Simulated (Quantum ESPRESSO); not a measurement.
Sc3Sn2W2Ru, finding a planted mistake in a log

Computed values, not a measurement. The program is pw.x of Quantum ESPRESSO 7.5 (plane-wave density functional theory). The cell is made up: eight metal atoms on a face-centred cubic lattice, with elements, volume, strain and displacements drawn at random and not relaxed, so it may be unstable or far from any real phase. PseudoDojo standard norm-conserving files set the functional (PBE unless stated); there is no spin polarisation or spin-orbit coupling, the Fermi-Dirac width of 0.25 eV means electrons at about 2900 K, and the masses in the input are unused placeholders. The tin pseudopotential is less sure than most, with forces differing by about three percent from a second method on plain tin. Heavy elements are run without spin-orbit coupling, which real alloys of them have. A spin test at this wide smearing found no moment, but such smearing suppresses magnetism that the real alloy may have.

Intended input:

```
&control calculation='scf', pseudo_dir='./dojo.nc.sr.pbe.v0_5.standard.upf', outdir='./o', disk_io='minimal', tprnfor=.true., tstress=.true. /
&system ibrav=0, nat=8, ntyp=4, nbnd=69, ecutwfc=84.00895049, nosym=.true., tot_charge=0,
 occupations='smearing', smearing='fd', degauss=0.0183746611
/
&electrons conv_thr=1.470e-08, electron_maxstep=70, mixing_beta=0.5 /
ATOMIC_SPECIES
Ru 1.0 Ru.upf
Sc 1.0 Sc.upf
Sn 1.0 Sn.upf
W 1.0 W.upf
CELL_PARAMETERS angstrom
0.0336 0.0026 -4.29
-4.1706 -0.0405 0.0336
2.1495 8.4382 2.123
ATOMIC_POSITIONS angstrom
Sc -0.0937 0.0524 -0.0562
Sn -2.1197 2.0437 0.0044
W 0.0098 4.2837 -0.0527
Ru -1.9654 6.238 0.0544
Sc -2.0992 0.119 -2.1142
Sc 0.0731 2.2213 -2.2066
W -2.053 4.2135 -1.9903
Sn -0.0188 6.3142 -2.2306
K_POINTS automatic
6 6 3 1 1 1
```

The log is shortened where brackets say so; the opening notice, blank lines, dates and the lines on written files are dropped, and the path of the files is cut. It prints rydbergs, bohrs and kilobars, and counts compression as positive stress. Its total energy is the free energy E - TS of the whole cell.

Log of the intended run:

```
     Program PWSCF v.7.5
     Parallel version (MPI & OpenMP), running on       4 processor cores
     Number of MPI processes:                 4
     Threads/MPI process:                     1
     [start-up lines left out]
     bravais-lattice index     =            0
     lattice parameter (alat)  =       8.1072  a.u.
     unit-cell volume          =    1016.3838 (a.u.)^3
     number of atoms/cell      =            8
     number of atomic types    =            4
     number of electrons       =       105.00
     number of Kohn-Sham states=           69
     kinetic-energy cutoff     =      84.0090  Ry
     charge density cutoff     =     336.0358  Ry
     scf convergence threshold =      1.5E-08
     mixing beta               =       0.5000
     number of iterations used =            8  plain     mixing
     Exchange-correlation= PBE
                           (   1   4   3   4   0   0   0)
     [axes and pseudopotential details left out]
   Cartesian axes
     site n.     atom                  positions (alat units)
         1        Sc     tau(   1) = (  -0.0218408   0.0122141  -0.0130998  )
         2        Sn     tau(   2) = (  -0.4940873   0.4763722   0.0010256  )
         3        W      tau(   3) = (   0.0022843   0.9985007  -0.0122840  )
         4        Ru     tau(   4) = (  -0.4581211   1.4540344   0.0126803  )
         5        Sc     tau(   5) = (  -0.4893089   0.0277381  -0.4928053  )
         6        Sc     tau(   6) = (   0.0170391   0.5177696  -0.5143431  )
         7        W      tau(   7) = (  -0.4785400   0.9821375  -0.4639251  )
         8        Sn     tau(   8) = (  -0.0043821   1.4717961  -0.5199373  )
     number of k points=    54  Fermi-Dirac smearing, width (Ry)=  0.0184
                       cart. coord. in units 2pi/alat
        k(    1) = (  -0.0876428   0.1281819  -0.0839447), wk =   0.0370370
        k(    2) = (  -0.0843451  -0.2115581  -0.0841247), wk =   0.0370370
     [further k points left out]
     Dense  grid:   105677 G-vectors     FFT dimensions: (  48,  45, 100)
     Estimated max dynamical RAM per process >     382.69 MB
     Estimated total dynamical RAM >       1.42 GB
     Initial potential from superposition of free atoms
     starting charge     104.9872, renormalised to     105.0000
     Starting wfcs are   78 randomized atomic wfcs
     total cpu time spent up to now is        5.8 secs
     per-process dynamical memory:   302.9 Mb
     Self-consistent Calculation
     iteration #  1     ecut=    84.01 Ry     beta= 0.50
     Davidson diagonalization with overlap
     ethr =  1.00E-02,  avg # of iterations =  2.2
     total cpu time spent up to now is       18.9 secs
     total energy              =   -1108.52847909 Ry
     estimated scf accuracy    <       3.95305136 Ry
     iteration #  2     ecut=    84.01 Ry     beta= 0.50
     Davidson diagonalization with overlap
     ethr =  3.76E-03,  avg # of iterations =  6.3
     total cpu time spent up to now is       36.6 secs
     total energy              =   -1108.27409066 Ry
     estimated scf accuracy    <      58.85284133 Ry
     [iterations 3 to 17 left out]
     iteration # 18     ecut=    84.01 Ry     beta= 0.50
     Davidson diagonalization with overlap
     ethr =  8.69E-11,  avg # of iterations =  5.7
     total cpu time spent up to now is      257.2 secs
     total energy              =   -1111.15663781 Ry
     estimated scf accuracy    <       0.00000007 Ry
     iteration # 19     ecut=    84.01 Ry     beta= 0.50
     Davidson diagonalization with overlap
     ethr =  6.34E-11,  avg # of iterations =  2.0
     total cpu time spent up to now is      268.4 secs
     End of self-consistent calculation
     [lines on levels left out]
!    total energy              =   -1111.15663781 Ry
     estimated scf accuracy    <          7.0E-09 Ry
     smearing contrib. (-TS)   =      -0.13594053 Ry
     internal energy E=F+TS    =   -1111.02069728 Ry
     The total energy is F=E-TS. E is the sum of the following terms:
     one-electron contribution =    -279.96184835 Ry
     hartree contribution      =     196.53884244 Ry
     xc contribution           =    -237.60557798 Ry
     ewald contribution        =    -789.99211340 Ry
     convergence has been achieved in  19 iterations
     Forces acting on atoms (cartesian axes, Ry/au):
     atom    1 type  2   force =     0.02338818   -0.06197851    0.01382208
     atom    2 type  3   force =     0.00942360    0.07209054    0.00358217
     atom    3 type  4   force =     0.00104498    0.02647910   -0.01350900
     atom    4 type  1   force =    -0.02097525   -0.03314714   -0.01161195
     atom    5 type  2   force =    -0.00024936   -0.07617221   -0.02094372
     atom    6 type  2   force =    -0.03010886    0.04874759    0.01111177
     atom    7 type  4   force =    -0.00449059    0.03464017    0.00024711
     atom    8 type  3   force =     0.02196731   -0.01065953    0.01730155
     Total force =     0.155561     Total SCF correction =     0.000229
     Computing stress (Cartesian axis) and pressure
          total   stress  (Ry/bohr**3)                   (kbar)     P=       17.45
   0.00005935  -0.00009544   0.00008440            8.73      -14.04       12.42
  -0.00009544   0.00023835  -0.00000198          -14.04       35.06       -0.29
   0.00008440  -0.00000198   0.00005813           12.42       -0.29        8.55
     init_run     :      5.32s CPU      5.57s WALL (       1 calls)
     electrons    :    256.95s CPU    262.57s WALL (       1 calls)
     forces       :      2.09s CPU      2.10s WALL (       1 calls)
     stress       :      7.10s CPU      7.27s WALL (       1 calls)
     [timing details left out]
     PWSCF        :   4m31.71s CPU   4m37.84s WALL
     JOB DONE.
```

A second run was made from an input with one planted mistake. Its log:

```
     Program PWSCF v.7.5
     Parallel version (MPI & OpenMP), running on       4 processor cores
     Number of MPI processes:                 4
     Threads/MPI process:                     1
     [start-up lines left out]
     bravais-lattice index     =            0
     lattice parameter (alat)  =       8.1072  a.u.
     unit-cell volume          =    1016.3838 (a.u.)^3
     number of atoms/cell      =            8
     number of atomic types    =            4
     number of electrons       =       105.00
     number of Kohn-Sham states=           69
     kinetic-energy cutoff     =      84.0090  Ry
     charge density cutoff     =     336.0358  Ry
     scf convergence threshold =      1.5E-08
     mixing beta               =       0.5000
     number of iterations used =            8  plain     mixing
     Exchange-correlation= PBE
                           (   1   4   3   4   0   0   0)
     [axes and pseudopotential details left out]
   Cartesian axes
     site n.     atom                  positions (alat units)
         1        Sc     tau(   1) = (  -0.0218408   0.0122141  -0.0130998  )
         2        Sn     tau(   2) = (  -0.4940873   0.4763722   0.0010256  )
         3        W      tau(   3) = (   0.0022843   0.9985007  -0.0122840  )
         4        Ru     tau(   4) = (  -0.4581211   1.4540344   0.0126803  )
         5        Sn     tau(   5) = (  -0.4893089   0.0277381  -0.4928053  )
         6        Sc     tau(   6) = (   0.0170391   0.5177696  -0.5143431  )
         7        W      tau(   7) = (  -0.4785400   0.9821375  -0.4639251  )
         8        Sc     tau(   8) = (  -0.0043821   1.4717961  -0.5199373  )
     number of k points=    54  Fermi-Dirac smearing, width (Ry)=  0.0184
                       cart. coord. in units 2pi/alat
        k(    1) = (  -0.0876428   0.1281819  -0.0839447), wk =   0.0370370
        k(    2) = (  -0.0843451  -0.2115581  -0.0841247), wk =   0.0370370
     [further k points left out]
     Dense  grid:   105677 G-vectors     FFT dimensions: (  48,  45, 100)
     Estimated max dynamical RAM per process >     382.69 MB
     Estimated total dynamical RAM >       1.42 GB
     Initial potential from superposition of free atoms
     starting charge     104.9872, renormalised to     105.0000
     Starting wfcs are   78 randomized atomic wfcs
     total cpu time spent up to now is        5.8 secs
     per-process dynamical memory:   295.4 Mb
     Self-consistent Calculation
     iteration #  1     ecut=    84.01 Ry     beta= 0.50
     Davidson diagonalization with overlap
     ethr =  1.00E-02,  avg # of iterations =  2.1
     total cpu time spent up to now is       18.3 secs
     total energy              =   -1110.50822644 Ry
     estimated scf accuracy    <       1.12812385 Ry
     iteration #  2     ecut=    84.01 Ry     beta= 0.50
     Davidson diagonalization with overlap
     ethr =  1.07E-03,  avg # of iterations =  4.6
     total cpu time spent up to now is       35.1 secs
     total energy              =   -1110.35861501 Ry
     estimated scf accuracy    <      11.93947726 Ry
     [iterations 3 to 16 left out]
     iteration # 17     ecut=    84.01 Ry     beta= 0.50
     Davidson diagonalization with overlap
     ethr =  3.91E-11,  avg # of iterations =  2.0
     total cpu time spent up to now is      233.8 secs
     total energy              =   -1111.17209594 Ry
     estimated scf accuracy    <       0.00000008 Ry
     iteration # 18     ecut=    84.01 Ry     beta= 0.50
     Davidson diagonalization with overlap
     ethr =  3.91E-11,  avg # of iterations =  1.1
     total cpu time spent up to now is      243.9 secs
     End of self-consistent calculation
     [lines on levels left out]
!    total energy              =   -1111.17209594 Ry
     estimated scf accuracy    <          4.1E-09 Ry
     smearing contrib. (-TS)   =      -0.12541110 Ry
     internal energy E=F+TS    =   -1111.04668484 Ry
     The total energy is F=E-TS. E is the sum of the following terms:
     one-electron contribution =    -269.67296159 Ry
     hartree contribution      =     191.32152521 Ry
     xc contribution           =    -237.57400479 Ry
     ewald contribution        =    -795.12124366 Ry
     convergence has been achieved in  18 iterations
     Forces acting on atoms (cartesian axes, Ry/au):
     atom    1 type  2   force =     0.02631715   -0.04941453    0.01682639
     atom    2 type  3   force =     0.01086224    0.11194215    0.00451880
     atom    3 type  4   force =    -0.00063298    0.00245659   -0.00898593
     atom    4 type  1   force =    -0.01085357   -0.01717080   -0.00613770
     atom    5 type  3   force =    -0.00138489   -0.11112743   -0.02122584
     atom    6 type  2   force =    -0.03539394    0.05365913    0.01157712
     atom    7 type  4   force =    -0.00352418    0.03821314   -0.00753849
     atom    8 type  2   force =     0.01461017   -0.02855826    0.01096564
     Total force =     0.190712     Total SCF correction =     0.000272
     Computing stress (Cartesian axis) and pressure
          total   stress  (Ry/bohr**3)                   (kbar)     P=       23.88
  -0.00010038  -0.00009522   0.00005087          -14.77      -14.01        7.48
  -0.00009522   0.00057710  -0.00003799          -14.01       84.89       -5.59
   0.00005087  -0.00003799   0.00001026            7.48       -5.59        1.51
     init_run     :      5.52s CPU      5.74s WALL (       1 calls)
     electrons    :    236.31s CPU    238.12s WALL (       1 calls)
     forces       :      2.06s CPU      2.11s WALL (       1 calls)
     stress       :      7.19s CPU      7.35s WALL (       1 calls)
     [timing details left out]
     PWSCF        :   4m11.19s CPU   4m13.44s WALL
     JOB DONE.
```

Question: the log repeats what the program read. Compare it with the intended run: what was wrong in the second input?

Answer: two atoms have their elements exchanged. The input lines that differ:

```
- Sc -2.0992 0.119 -2.1142
+ Sn -2.0992 0.119 -2.1142
- Sn -0.0188 6.3142 -2.2306
+ Sc -0.0188 6.3142 -2.2306
```

```
                                            intended run  run with the mistake
                          free energy (eV)    -15118.056            -15118.267
         entropy term -TS, part of it (eV)        -1.850                -1.706
                            pressure (GPa)          1.74                  2.39
size of the largest force component (eV/Å)         1.958                 2.878
largest change of a force component (eV/Å)                               1.025
                                iterations            19                    18
```

For scale, a rerun of the intended cell at a higher cutoff and on a denser mesh moved values by no more than 0.004 eV in energy, 0.02 GPa in stress and 0.004 eV/Å in force, and a second program with other atomic files agreed on that cell to 2 % rms in force and 0.5 GPa in pressure.